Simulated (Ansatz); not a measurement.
CsPbCl3: energy along a strain

CsPbCl3, Pm-3m, a = 5.605 Å (as given, not relaxed at this level: 0.2 GPa). The structure is a COD entry; whether it is the stable form wasn't checked. Ansatz: PBEsol, PAW, 420 eV, Γ-centred 6×6×6 mesh on 5 atoms, Gaussian smearing 0.05 eV; no spin polarisation. Cell vectors (Å): 5.605 0.000 0.000; 0.000 5.605 0.000; 0.000 0.000 5.605. The cell is strained by x per cent times the pattern (1 -1 0 0 0 0) in the order xx yy zz yz xz xy (engineering shears), with fractional coordinates held. y is the free energy over the start, V0 = 35.217 Å³/atom. Symmetry makes y even in x.

```
x (%) y (meV/atom)
-6.00             ?
-3.00         10.55
 0.00          0.00
 0.75          0.65
 1.50          2.62
 2.25          5.91
 3.75         16.58
 4.50         24.04
 5.25         32.98
```

Question: Fit y = c2 x² + c4 x⁴ to the other rows, get the stiffness along the pattern, and predict the missing energy.

Answer: Least squares on the rows shown. y = 1.1607 x² + 0.0013001 x⁴. The clamped-ion stiffness p·C·p = 2 × 11.61 eV × 160.2 / 35.217 Å³ = 106 GPa. At x = -6.00 the fit asked for gives 43.47 meV/atom. The run gave 43.49 meV/atom, so the fit is 0.02 meV/atom too low, a small miss on the scale of the series.

Spin–orbit coupling is left out, which can shift energies with elements as heavy as these.

Symmetry holds off the tilts and polar distortions that many cubic perovskites undergo.